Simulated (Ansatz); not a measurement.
Ansatz (a first-principles code) input:

Ansatz 0.2 input:
```yaml
crystal:
  lattice:
    - [2.1361251131, 1.2332924091, 13.7028173599]
    - [-2.1361251131, 1.2332924091, 13.7028173599]
    - [0.0, -2.4665848182, 13.7028173599]
  atoms:
    - { symbol: Bi, position: [0.1458543917, 0.1458543917, 0.1458543917] }
    - { symbol: Bi, position: [0.8541456083, 0.8541456083, 0.8541456083] }
    - { symbol: Bi, position: [0.2881382667, 0.2881382667, 0.2881382667] }
    - { symbol: Bi, position: [0.7118617333, 0.7118617333, 0.7118617333] }
    - { symbol: Se, position: [0.4149881066, 0.4149881066, 0.4149881066] }
    - { symbol: Se, position: [0.5850118934, 0.5850118934, 0.5850118934] }
    - { symbol: Se, position: [0.0, 0.0, 0.0] }
kpoints:
  mp_grid: { grid: [11, 11, 11] }
hamiltonian:
  xc: r2scan
  dispersion: d4
  pseudopotentials: { kind: paw }
scf:
  occupations: { method: gaussian, width: 0.05 }
checkpoint: { read: metal.run }
output: { bader: true, populations: true }
```

Output (shortened):

```
basis.fft_grid_basis auto: the FFT boxes are laid along the combinations [[1, 0, -1], [0, 1, -1], [0, 0, 1]] of the cell's own vectors, 4.272, 4.272 and 13.923 …
Pseudopotential: Bi, paw, valence charge 15
Pseudopotential: Se, paw, valence charge 16
Functional definition: r2SCAN
Crystal: 7 atoms, lattice volume = 216.598 Å³
Basis set: ecut = 500 eV, 5527 PW (Γ), FFT grids on a1−a3, a2−a3, a3, exchange–correlation on 128×128×432 points (64 copies of the dense FFT grid, shifted against one another)
Bands: 65, of which v1, the nominal top of the filled ones, is band 54 counted from 1 (53 counted from 0)
Symmetry: 12 space group operations
Space group: R-3m (ITA 166), of the structure as read, at distance tolerance 6.0e-5 Å
k-points: 146 of 1331
Stability of the state it starts from, as read at its close in the unpolarized treatment …
iter 1 solved again at ethr=2.61e-8 eV; its pass at ethr=3.10e-3 eV (dr2=2.82e-5 eV) is discarded
SCF iter   1: F=—  HF=-66081.746032 eV  |F-HF|=—  |Δ(HF+E_count)|=         —  Δρ=2.71e-7  dr2=1.86e-10  dr2_τ=5.72e-12  ethr=2.61e-8  ⟨swp⟩=4.0  Hψ=65321  notcnv=0
preconditioner: auto → Resta (q_TF=auto, 2.430 Å⁻¹)
SCF iter   2: F=-66081.746032 eV  HF=-66081.746032 eV  |F-HF|=4.37e-10  |Δ(HF+E_count)|=   3.68e-8  Δρ=1.39e-7  dr2=2.84e-10  dr2_τ=3.77e-12  ethr=1.00e-12  ⟨swp⟩=7.9  Hψ=43806  notcnv=0
SCF 1 converged in 2 iterations: F = -66081.746032 eV  dr2 = 2.84e-10
SCF converged after 2 iterations
Free energy (F): -66081.746032 eV
Harris-Foulkes:  -66081.746032 eV  (|F-HF|=4.37e-10)
Internal energy: -66081.745752 eV  (E = F + TS)
E sigma→0 (E₀):  -66081.745892 eV
Entropy (-TS):   -0.000280 eV (-0.040 meV/atom)
Fermi energy:    9.261576 eV
--- Per-component energies (eV) ---
  E_band       = -1667.511416
  E_kinetic    = 1557.892145
  E_local      = -14214.694560  (includes V_loc(G=0)·N_el)
  E_nonlocal   = 462.226162
  E_hartree    = 5986.854501
  E_xc         = -858.611239
  E_vxc        = -943.159276  (∫ρ·V_xc dr)
  E_paw        = -48529.117180  (= ΣΔE_a)
  E_vpaw       = -562.245177  (= ΣTr[D̂ρ^β])
  E_aug_tail   = -0.001705  (compensation charges beyond the density's cutoff)
  E_vtau       = 58.762069  (kinetic-family band-sum trace: ∫τ·v_τ [+ j·A + Jᵃ·Aᵃ] dr)
  E_ewald      = -10483.450496
  E_disp       = -1.051259  (pairwise vdW)
  E_core_change = -1.792122  (= ΣΔE_core)
  E_smearing   = -0.000280  (= −TS)
  E_closure    = 0.000000  (closes the sum)
  Σ components = -66081.746032   (vs F -66081.746032, Δ=0.00e0)
  [band-id]    e_kinetic+e_local+e_nonlocal+2·e_hartree+e_vxc+e_vpaw+e_augmentation_tail+e_vtau = -1667.511339   (vs E_band -1667.511416, Δ=7.62e-5)
--- Band table (eV; the first three rows and the last of 146) ---
  k-point 0: bands = ["-39.6803", "-39.6803", "-39.6803", "-39.6803", "-39.6647", "-39.6647", "-39.6647", "-39.6647", "-39.6576", "-39.6576", "-39.5650", "-39.5634", "-39.5634", "-39.5495", "-39.5495", "-15.4092", "-15.4092", "-15.4067", "-15.4067", …
  k-point 1: bands = ["-39.6803", "-39.6803", "-39.6803", "-39.6803", "-39.6647", "-39.6647", "-39.6647", "-39.6647", "-39.6576", "-39.6576", "-39.5650", "-39.5634", "-39.5634", "-39.5495", "-39.5495", "-15.4103", "-15.4077", "-15.4075", "-15.4052", …
  k-point 2: bands = ["-39.6803", "-39.6803", "-39.6803", "-39.6803", "-39.6647", "-39.6647", "-39.6647", "-39.6647", "-39.6576", "-39.6576", "-39.5650", "-39.5635", "-39.5634", "-39.5495", "-39.5495", "-15.4135", "-15.4100", "-15.4039", "-15.4014", …
  k-point 145: bands = ["-39.6803", "-39.6803", "-39.6803", "-39.6803", "-39.6647", "-39.6647", "-39.6647", "-39.6647", "-39.6576", "-39.6576", "-39.5650", "-39.5634", "-39.5634", "-39.5495", "-39.5495", "-15.4103", "-15.4077", "-15.4075", "-15.4052", …
--- Löwdin populations: 7 sites ---
  site symbol       q [e]
     0     Bi     14.9232
     1     Bi     14.9232
     2     Bi     14.3112
     3     Bi     14.3112
     4     Se     16.3788
     5     Se     16.3788
     6     Se     16.5327
  spilling = 0.002232 (of n_electrons = 108.000000)
--- Bader charges: 7 sites ---
  site symbol  charge [e]  shift [e]
     0     Bi      0.0974     0.0000
     1     Bi      0.0974     0.0000
     2     Bi      1.0697     0.0000
     3     Bi      1.0697     0.0000
     4     Se     -0.7230     0.0000
     5     Se     -0.7230     0.0000
     6     Se     -0.8882     0.0000
  shift: an alarm, by how much a part of what the PAW files miss would move the charge. Where it is large, compare
  with a run on PAW files of another source; a small one proves nothing
  estimated error of the sums over rays = 3.8e-4 e
```

Cost: about 110 core-seconds (a rough figure) on shared cores.

The workflow started from an entry of the Crystallography Open Database (COD). Its standing as an ambient phase is unchecked. The cell was relaxed with r²SCAN+D4 under the symmetry of its start; its stability against distortions is not shown here. A small band overlap can be real or an error of a semilocal functional. Scalar-relativistic: spin–orbit coupling is off unless named, which matters more the heavier the elements.

Potentials: the later of the program's two PAW sets.

Ansatz is a plane-wave DFT program.
